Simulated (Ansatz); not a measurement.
## From the elastic tensor of PbSe to moduli and sound speeds

These are results of Ansatz, DFT LDA, scalar-relativistic, plane waves, PAW, not measurements. Plane waves to 420 eV; Γ-centred k mesh 10×10×10; Gaussian smearing of 0.01 eV. No spin polarisation.

Symmetry: Fm-3m, No. 225, cubic system. The conventional cell has a = 6.042 Å, b = 6.042 Å, c = 6.042 Å, α = 90.00°, β = 90.00°, γ = 90.00°. Pb (site symmetry m-3m) has 6 Se at 3.02 Å as nearest neighbours. Around Se (site symmetry m-3m) lie 6 Pb at 3.02 Å.

Spin–orbit coupling is left out, which can shift energies with elements as heavy as these.

Relaxed-ion constants (GPa, on the Cartesian axes of the calculation):
```
151.2  12.0  12.0   0.0   0.0   0.0
 12.0 151.2  12.0   0.0   0.0   0.0
 12.0  12.0 151.2   0.0   0.0   0.0
  0.0   0.0   0.0  18.4   0.0   0.0
  0.0   0.0   0.0   0.0  18.4   0.0
  0.0   0.0   0.0   0.0   0.0  18.4
```

Density 8.618 g/cm³; 2 atoms in 55.14 Å³.

The values that follow are for a polycrystal of randomly turned grains, by Hill's mean where one number stands. In a crystal this anisotropic the Voigt and Reuss bounds lie far apart, so Hill's mean and the sound speeds and Debye temperature from it are rough.

With S = C⁻¹: B_V = (C11+C22+C33+2(C12+C13+C23))/9, G_V = (C11+C22+C33−C12−C13−C23+3(C44+C55+C66))/15, 1/B_R = S11+S22+S33+2(S12+S13+S23), 15/G_R = 4(S11+S22+S33−S12−S13−S23)+3(S44+S55+S66); Hill is their mean. Then v_l = √((B+4G/3)/ρ), v_t = √(G/ρ), v_m = [(2/v_t³+1/v_l³)/3]^(−1/3) and Θ = (ħ/k_B)·v_m·(6π²n/V)^(1/3) for n atoms in the volume V; E = 9BG/(3B+G), ν = (3B−2G)/(2(3B+G)) and A^U = 5G_V/G_R + B_V/B_R − 6.

| Item | Value |
| --- | --- |
| Bulk modulus, Voigt / Reuss / Hill | 58.4 / 58.4 / 58.4 GPa |
| Shear modulus, Voigt / Reuss / Hill | 38.9 / 26.1 / 32.5 GPa |
| Young's modulus | 82 GPa |
| Poisson ratio | 0.265 |
| Pugh ratio B/G | 1.80 |
| Universal anisotropy index | 2.45 |
| Longitudinal and transverse sound speeds | 3436 and 1942 m/s |
| Debye temperature from the mean sound speed | 213 K |

Cost: 1 run of about 1.7 core-minutes, on Intel Xeon Processor @ 2.50GHz (Skylake/Cascade Lake) (shared hosts).